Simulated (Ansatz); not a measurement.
One element of this relaxed crystal is hidden as X:

```
cell (Å)
  0.000 4.256 4.256
  4.256 0.000 4.256
  4.256 4.256 0.000
  Cs 0.1250 0.1250 0.1250
  Cs 0.8750 0.8750 0.8750
  X 0.3750 0.3750 0.3750
  X 0.6250 0.6250 0.6250
```

All-electron LAPW in Ansatz 0.2.0 under PBEsol, scalar-relativistic and without spin polarisation, finds it within 0.02 GPa of zero pressure, with a formation energy of -0.05 eV/atom from the elements, no gap and, on PAW files, a Bader charge of -0.54 e on X. The structure needn't be the ground state.

Which element is X?

Tl, which makes the crystal CsTl. This is the case that was computed; others weren't tested.
